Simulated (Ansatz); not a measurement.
MoPt:
```yaml
crystal:
  lattice:
    - [3.15784, 0.00000, 0.00000]
    - [0.00000, 3.15784, 0.00000]
    - [0.00000, 0.00000, 3.15784]
  atoms:
    - { symbol: Pt, position: [0.00000, 0.00000, 0.00000] }
    - { symbol: Mo, position: [0.50000, 0.50000, 0.50000] }
```

Relaxed with r²SCAN.

Give the Bader charges and basin volumes of the independent atoms, the program Ansatz at the r²SCAN level (PAW).



```tsv
atom	Bader charge (e)	Bader volume (Å³)
Pt1	-0.96	18.1
Mo2	+0.96	13.4
```

Space group Pm-3m (CsCl type). The start of the workflow was typed in or built on a structure type; neither database checked (COD, Materials Project) lists it. Its standing as an ambient phase is unchecked. The cell was relaxed with r²SCAN under the symmetry of its start. At this level the phase is mechanically unstable. The run is not spin-polarised. Its formation energy is positive at this level, so the cell may be metastable or incomplete. Scalar-relativistic: spin–orbit coupling is off unless named, which matters more the heavier the elements.

Potentials: the earlier of the program's two PAW sets.
